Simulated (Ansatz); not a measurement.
Ansatz (a quantum-chemistry and plane-wave program) input:

Ansatz 0.2 input:
```yaml
crystal:
  lattice:
    - [2.8986298007, 0.0, 0.0]
    - [-1.4493149004, 2.5102870436, 0.0]
    - [0.0, 0.0, 2.8274658667]
  atoms:
    - { symbol: W, position: [0.0, 0.0, 0.0] }
    - { symbol: C, position: [0.6666666667, 0.3333333333, 0.5] }
kpoints:
  mp_grid: { grid: [34, 34, 30] }
hamiltonian:
  xc: pbesol
  pseudopotentials: { azcp: { folder: ./paw }, kind: paw }
scf:
  occupations: { method: fermi_dirac, width: 0.1 }
elastic: { mode: relaxed_ion, stencil: two_point, amplitude: 0.005, f_tol: 0.0005 }
```

Output (shortened):

```
Pseudopotential: W, paw, valence charge 14
Pseudopotential: C, paw, valence charge 4
Functional definition: PBEsol
Crystal: 2 atoms, lattice volume = 20.574 Å³
Basis set: ecut = 420 eV, 405 PW (Γ), exchange–correlation on 40×40×40 points (8 copies of the dense FFT grid, shifted against one another)
Bands: 13, of which v1, the nominal top of the filled ones, is band 9 counted from 1 (8 counted from 0)
Symmetry: 12 space group operations
Space group: P-6m2 (ITA 187), of the structure as read, at distance tolerance 2.7e-5 Å
k-points: 1824 of 34680 (time reversal used)
SCF 1 converged in 10 iterations: F = -10504.751579 eV  dr2 = 8.13e-15
Crystal: 2 atoms, lattice volume = 20.471 Å³
Symmetry: 4 space group operations
k-points: 4912 of 34680 (time reversal used)
SCF 2 converged in 8 iterations: F = -10504.750222 eV  dr2 = 1.77e-14
relax step   1: F+E_penalty+E_count = -10504.75022161 eV  Δ(F+E_penalty+E_count) = +0.000e0 eV  max|allowed force component| = 2.873e-2 eV/Å  Δτ_max = 0.0000 Å  (8 SCF iters, accepted)
Crystal: 2 atoms, lattice volume = 20.471 Å³
SCF 3 converged in 6 iterations: F = -10504.750246 eV  dr2 = 5.14e-14
relax step   2: F+E_penalty+E_count = -10504.75024598 eV  Δ(F+E_penalty+E_count) = -2.436e-5 eV  max|allowed force component| = 5.998e-3 eV/Å  Δτ_max = 0.0007 Å  (6 SCF iters, accepted)
Crystal: 2 atoms, lattice volume = 20.471 Å³
SCF 4 converged in 10 iterations: F = -10504.750247 eV  dr2 = 0.0
relax step   3: F+E_penalty+E_count = -10504.75024708 eV  Δ(F+E_penalty+E_count) = -1.109e-6 eV  max|allowed force component| = 7.483e-6 eV/Å  Δτ_max = 0.0002 Å  (10 SCF iters, accepted)
Crystal: 2 atoms, lattice volume = 20.471 Å³
SCF 5 converged in 9 iterations: F = -10504.750247 eV  dr2 = 4.88e-16
Crystal: 2 atoms, lattice volume = 20.677 Å³
SCF 6 converged in 8 iterations: F = -10504.750523 eV  dr2 = 1.55e-14
relax step   1: F+E_penalty+E_count = -10504.75052332 eV  Δ(F+E_penalty+E_count) = +0.000e0 eV  max|allowed force component| = 2.731e-2 eV/Å  Δτ_max = 0.0000 Å  (8 SCF iters, accepted)
Crystal: 2 atoms, lattice volume = 20.677 Å³
SCF 7 converged in 6 iterations: F = -10504.750547 eV  dr2 = 7.39e-14
relax step   2: F+E_penalty+E_count = -10504.75054675 eV  Δ(F+E_penalty+E_count) = -2.344e-5 eV  max|allowed force component| = 5.383e-4 eV/Å  Δτ_max = 0.0008 Å  (6 SCF iters, accepted)
Crystal: 2 atoms, lattice volume = 20.677 Å³
SCF 8 converged in 8 iterations: F = -10504.750547 eV  dr2 = 0.0
relax step   3: F+E_penalty+E_count = -10504.75054676 eV  Δ(F+E_penalty+E_count) = -9.119e-9 eV  max|allowed force component| = 6.217e-7 eV/Å  Δτ_max = 0.0000 Å  (8 SCF iters, accepted)
Crystal: 2 atoms, lattice volume = 20.677 Å³
SCF 9 converged in 9 iterations: F = -10504.750547 eV  dr2 = 5.43e-16
Crystal: 2 atoms, lattice volume = 20.471 Å³
SCF 10 converged in 7 iterations: F = -10504.750004 eV  dr2 = 7.70e-14
Crystal: 2 atoms, lattice volume = 20.677 Å³
SCF 11 converged in 5 iterations: F = -10504.749979 eV  dr2 = 1.75e-14
Crystal: 2 atoms, lattice volume = 20.574 Å³
Symmetry: 2 space group operations
k-points: 8944 of 34680 (time reversal used)
SCF 12 converged in 8 iterations: F = -10504.751065 eV  dr2 = 1.53e-14
relax step   1: F+E_penalty+E_count = -10504.75106478 eV  Δ(F+E_penalty+E_count) = +0.000e0 eV  max|allowed force component| = 7.609e-4 eV/Å  Δτ_max = 0.0000 Å  (8 SCF iters, accepted)
Crystal: 2 atoms, lattice volume = 20.574 Å³
SCF 13 converged in 9 iterations: F = -10504.751065 eV  dr2 = 0.0
relax step   2: F+E_penalty+E_count = -10504.75106480 eV  Δ(F+E_penalty+E_count) = -1.725e-8 eV  max|allowed force component| = 1.583e-4 eV/Å  Δτ_max = 0.0000 Å  (9 SCF iters, accepted)
Crystal: 2 atoms, lattice volume = 20.574 Å³
SCF 14 converged in 9 iterations: F = -10504.751065 eV  dr2 = 5.27e-16
Crystal: 2 atoms, lattice volume = 20.574 Å³
SCF 15 converged in 8 iterations: F = -10504.751065 eV  dr2 = 1.53e-14
relax step   1: F+E_penalty+E_count = -10504.75106478 eV  Δ(F+E_penalty+E_count) = +0.000e0 eV  max|allowed force component| = 7.609e-4 eV/Å  Δτ_max = 0.0000 Å  (8 SCF iters, accepted)
Crystal: 2 atoms, lattice volume = 20.574 Å³
SCF 16 converged in 9 iterations: F = -10504.751065 eV  dr2 = 0.0
relax step   2: F+E_penalty+E_count = -10504.75106480 eV  Δ(F+E_penalty+E_count) = -1.726e-8 eV  max|allowed force component| = 1.583e-4 eV/Å  Δτ_max = 0.0000 Å  (9 SCF iters, accepted)
Crystal: 2 atoms, lattice volume = 20.574 Å³
SCF 17 converged in 9 iterations: F = -10504.751065 eV  dr2 = 5.27e-16
SCF converged after 10 iterations
Free energy (F): -10504.751579 eV
Harris-Foulkes:  -10504.751579 eV  (|F-HF|=1.82e-12)
Internal energy: -10504.741644 eV  (E = F + TS)
E sigma→0 (E₀):  -10504.746612 eV
Entropy (-TS):   -0.009935 eV (-4.967 meV/atom)
Fermi energy:    20.512812 eV
--- Per-component energies (eV) ---
  E_band       = -59.722823
  E_kinetic    = 509.846585
  E_local      = -597.653250  (includes V_loc(G=0)·N_el)
  E_nonlocal   = -0.104576
  E_hartree    = 245.338462
  E_xc         = -314.022229
  E_vxc        = -290.771952  (∫ρ·V_xc dr)
  E_paw        = -8546.959577  (= ΣΔE_a)
  E_vpaw       = -171.716717  (= ΣTr[D̂ρ^β])
  E_aug_tail   = 0.000165  (compensation charges beyond the density's cutoff)
  E_ewald      = -1801.430182
  E_core_change = 0.242958  (= ΣΔE_core)
  E_smearing   = -0.009935  (= −TS)
  E_closure    = 0.000000  (closes the sum)
  Σ components = -10504.751579   (vs F -10504.751579, Δ=0.00e0)
--- Forces (eV/Å), atoms counted from 1 ---
  atom   1  W      0.00000000     0.00000000     0.00000000
  atom   2  C      0.00000000     0.00000000     0.00000000
  max |Σ_I F_I| component: 5.55e-17 eV/Å
--- Stress (GPa, compression-positive) ---
        0.210793       0.000000       0.000000
        0.000000       0.210793       0.000000
        0.000000       0.000000      -0.047856
  P = ⅓ Tr σ = 0.1246 GPa (1.246 kbar)
--- Band table (eV; the first three rows and the last of 1824) ---
  k-point 0: bands = ["-53.3799", "-17.3698", "-17.2610", "-17.2610", "6.0026", "16.1193", "17.1215", "17.1215", "20.6164", "23.7667", "23.7667", "26.1900", "26.1900"]
  k-point 1: bands = ["-53.3794", "-17.3788", "-17.2603", "-17.2603", "6.0305", "16.1084", "17.1341", "17.1341", "20.6089", "23.6558", "23.6558", "26.2630", "26.2630"]
  k-point 2: bands = ["-53.3780", "-17.4053", "-17.2580", "-17.2580", "6.1139", "16.0713", "17.1717", "17.1717", "20.5947", "23.3676", "23.3676", "26.4346", "26.4346"]
  k-point 1823: bands = ["-53.2695", "-17.9435", "-17.7851", "-17.7124", "9.5452", "13.1967", "15.0593", "18.9091", "19.8375", "24.9773", "27.0036", "28.1696", "29.7041"]
--- Elastic constants: 3 strain directions × 2 members + reference (group order 12) ---
  dense FFT box of the reference and of every strained cell: 20×20×20
  strains applied: 11, 33, 23; error gains …
  C = ∂σ_k/∂η_j (tension-positive GPa; Voigt order 11 22 33 23 13 12):
       737.417    244.663    186.869      0.000      0.000      0.000
       244.663    737.417    186.869      0.000      0.000      0.000
       186.585    186.585    989.468      0.000      0.000      0.000
         0.000      0.000      0.000    321.122      0.000      0.000
         0.000      0.000      0.000      0.000    321.122      0.000
         0.000      0.000      0.000      0.000      0.000    246.377
  reference stress σ⁰ (GPa):     -0.211     -0.211      0.048      0.000      0.000      0.000
  moduli (Voigt/Reuss/Hill, GPa): K = 411.17/407.39/409.28   G = 300.80/292.73/296.76   E = 717.00   ν = 0.208
  mechanically stable: yes (min eigenvalue of sym C = 246.38 GPa)
  harmonic check of the ions' relaxations: strain 23: 1 pair too noisy to judge …
  the stresses are not corrected for the forces that the relaxations left standing (`elastic.f_tol`)
  strain η (Voigt 11):  stress-route row diagonal C_11 = 737.42 GPa, energy-path curvature d²(F+E_count+ΔE)/dδ²/Ω₀ = 737.35 GPa
         δ    σ_11 (GPa)             F (eV)   n_scf  n_hpsi   n_pw
    -5.000e-3      -3.9636      -10504.7502471       9  1067686    419   relax 3 steps, max|allowed force component| 7.48e-6 eV/Å
     5.000e-3       3.4106      -10504.7505468       9  1067380    423   relax 3 steps, max|allowed force component| 6.22e-7 eV/Å
  strain η (Voigt 33):  stress-route row diagonal C_33 = 989.47 GPa, energy-path curvature d²(F+E_count+ΔE)/dδ²/Ω₀ = 989.39 GPa
         δ    σ_33 (GPa)             F (eV)   n_scf  n_hpsi   n_pw
    -5.000e-3      -4.9782      -10504.7500040       7  406682    419   relax 0 steps, max|allowed force component| 7.40e-17 eV/Å
     5.000e-3       4.9165      -10504.7499792       5  331703    423   relax 0 steps, max|allowed force component| 7.52e-17 eV/Å
  strain η (Voigt 23):  stress-route row diagonal C_44 = 321.12 GPa, energy-path curvature d²(F+E_count+ΔE)/dδ²/Ω₀ = 321.19 GPa
         δ    σ_23 (GPa)             F (eV)   n_scf  n_hpsi   n_pw
    -5.000e-3      -1.6056      -10504.7510648       9  1943816    421   relax 2 steps, max|allowed force component| 1.58e-4 eV/Å
     5.000e-3       1.6056      -10504.7510648       9  1944124    421   relax 2 steps, max|allowed force component| 1.58e-4 eV/Å
```

Cost: around 40 core-minutes (rough) on shared cores.

The cell was relaxed with PBEsol under the symmetry of its start. The run is not spin-polarised. As this level gives no gap, shear constants depend on the k-mesh and smearing (Fermi–Dirac, 0.1 eV here). Spin–orbit coupling is left out wherever it is not named.

Potentials: the earlier of the program's two PAW sets. The files were generated under PBE; for other functionals the program regenerates the frozen cores, and for LDA and PBEsol the local potential too.

Ansatz is a plane-wave DFT program.
